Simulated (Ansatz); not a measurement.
BiB (rock salt), relaxed with PBE (Ansatz, a quantum-chemistry and plane-wave program, plane waves, PAW): a = b = c = 5.277 Å, α = β = γ = 90.00°.

- ΔH_f (eV/atom): 1.20
- B₀ by P(V) fit (GPa): 81.7

The same phase is relaxed and computed with r²SCAN in the same code. What are the cell and these values now?

a = 5.2570 Å, b = 5.2570 Å, c = 5.2570 Å, α = 90.00°, β = 90.00°, γ = 90.00°.

- ΔH_f (eV/atom): 1.24
- B₀ by P(V) fit (GPa): 85.8

Constructed cells (a structure type filled with these elements, in neither database checked): BiB, rock salt. All cells were relaxed under the symmetry of their starts (and spin orders); stability against distortions was not tested throughout. Scalar-relativistic: spin–orbit coupling is off unless named, which matters more the heavier the elements.

Potentials: the later of the program's two PAW sets.

Ansatz is a plane-wave DFT program.

Formation energies count from the lowest solids of the elements computed at the same level, not from gases.
